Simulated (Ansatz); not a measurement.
An Ansatz input:

```yaml
crystal:
  lattice:
    - [-1.5704377197, 1.5704377197, 1.5704377197]
    - [1.5704377197, -1.5704377197, 1.5704377197]
    - [1.5704377197, 1.5704377197, -1.5704377197]
  atoms:
    - { symbol: Pt, position: [0.0, 0.0, 0.0] }
hamiltonian:
  xc: r2scan
  pseudopotentials:
    kind: paw
    azcp:
      Pt: "pseudopotentials/Pt.paw.azcp"
basis:
  ecutwfc: 500
  fft_grid_basis: typed
kpoints:
  mp_grid: { grid: [23, 23, 23], shift: [0, 0, 0] }
magnetization:
  spin_polarized: false
scf:
  occupations: { method: fermi_dirac, width: 0.1 }
```

Terminal output

```
Engine: ansatz 0.2.0, x86_64-unknown-linux-gnu
Pseudopotentials: kind: paw
Pseudopotential: Pt, paw, valence charge 18, recommended cutoff 500 eV (meta_gga) 
Functional definition: r2SCAN
  parameter k0 = 0.174
  parameter k1 = 0.065
  parameter a1 = 4.9479
  exchange = r2scan_x(k0 = k0, k1 = k1, a1 = a1)
  correlation = r2scan_c
Crystal: 1 atoms, lattice volume = 15.493 Å³
Basis set: ecut = 500 eV, 381 PW (Γ), exchange–correlation on 80×80×80 points (64 copies of the dense FFT grid, shifted against one another)
Bands: 13, of which v1, the nominal top of the filled ones, is band 9 counted from 1 (8 counted from 0)
Symmetry: 48 space group operations
Space group: Im-3m (ITA 229), of the structure as read, at distance tolerance 2.5e-5 Å
k-points: 364 of 12167
Non-local potential: Pt, projectors of the file, l = 0: 3, l = 1: 2, l = 2: 2, l = 3: 1
PAW form: soft (Blöchl's): semilocal exchange-correlation on the pseudo side does not see the compensation charge
PAW frozen core: Pt, regenerated for the run's functional (the file was generated under x = pbe(κ = 0.804, μ = 0.2195149727645171), c = pbe(β = 0.06672455060314922))
PAW one-centre angular grid: Pt, 590 points (default); XC on 160 Gauss nodes
Initial density: superposition of atomic densities (neutral atoms: chi_scale 0, normalization atom), corrected by the library's trained network
Initial wavefunctions: pseudopotential atomic-orbital guess
Functional: x = r2scan, c = r2scan; τ floored in thin density (d = 2e-4 eV/Å³)
SCF iter   1: F=—  HF=-12536.707484 eV  |F-HF|=—  |Δ(HF+E_count)|=         —  Δρ=1.52e-2  dr2=3.03e-2  dr2_τ=1.70e-2  ethr=1.77e-3  ⟨swp⟩=5.0  Hψ=25641  notcnv=0
SCF iter   2: F=—  HF=-12536.711493 eV  |F-HF|=—  |Δ(HF+E_count)|=   4.01e-3  Δρ=5.38e-3  dr2=1.51e-3  dr2_τ=1.67e-3  ethr=1.68e-4  ⟨swp⟩=2.4  Hψ=10811  notcnv=0
SCF iter   3: F=—  HF=-12536.711944 eV  |F-HF|=—  |Δ(HF+E_count)|=   4.51e-4  Δρ=2.66e-3  dr2=3.31e-4  dr2_τ=2.55e-5  ethr=8.41e-6  ⟨swp⟩=2.6  Hψ=7639  notcnv=0
SCF iter   4: F=—  HF=-12536.712103 eV  |F-HF|=—  |Δ(HF+E_count)|=   1.59e-4  Δρ=3.86e-4  dr2=6.39e-6  dr2_τ=2.24e-6  ethr=1.84e-6  ⟨swp⟩=2.2  Hψ=6612  notcnv=0
SCF iter   5: F=—  HF=-12536.712112 eV  |F-HF|=—  |Δ(HF+E_count)|=   8.66e-6  Δρ=5.51e-5  dr2=1.84e-7  dr2_τ=6.05e-8  ethr=3.55e-8  ⟨swp⟩=2.1  Hψ=7802  notcnv=0
SCF iter   6: F=-12536.712112 eV  HF=-12536.712112 eV  |F-HF|=3.41e-9  |Δ(HF+E_count)|=   4.85e-7  Δρ=1.70e-5  dr2=1.19e-8  dr2_τ=2.14e-8  ethr=5.56e-10  ⟨swp⟩=3.0  Hψ=10515  notcnv=0
SCF 1 converged in 6 iterations: F = -12536.712112 eV  dr2 = 1.19e-8
SCF converged after 6 iterations
Free energy (F): -12536.712112 eV
Harris-Foulkes:  -12536.712112 eV  (|F-HF|=3.41e-9)
Internal energy: -12536.684727 eV  (E = F + TS)
E sigma→0 (E₀):  -12536.698420 eV
Entropy (-TS):   -0.027385 eV (-27.385 meV/atom)
Fermi energy:    22.122683 eV
--- Per-component energies (eV) ---
  E_band       = -158.622669
  E_kinetic    = 638.217035
  E_local      = -1502.637665  (includes V_loc(G=0)·N_el)
  E_nonlocal   = 202.371631
  E_hartree    = 558.656525
  E_xc         = -250.107594
  E_vxc        = -337.443918  (∫ρ·V_xc dr)
  E_paw        = -9480.077982  (= ΣΔE_a)
  E_vpaw       = -297.978624  (= ΣTr[D̂ρ^β])
  E_aug_tail   = 0.000161  (compensation charges beyond the density's cutoff)
  E_vtau       = 21.533562  (kinetic-family band-sum trace: ∫τ·v_τ [+ j·A + Jᵃ·Aᵃ] dr)
  E_ewald      = -2702.875343
  E_core_change = -0.231494  (= ΣΔE_core)
  E_smearing   = -0.027385  (= −TS)
  E_closure    = -0.000000  (closes the sum)
  Σ components = -12536.712112   (vs F -12536.712112, Δ=0.00e0)
```

Command:

```sh
ansatz run input.yaml --threads 1 --pin off --max-ram 3584MiB --backend cpu --events-out ev --progress --plain --runs-dir out
```

On 1 thread of Intel(R) Xeon(R) Platinum 8259CL CPU @ 2.50GHz (Skylake/Cascade Lake) (shared host) this took about 13 s of wall time and 13 s of CPU time.
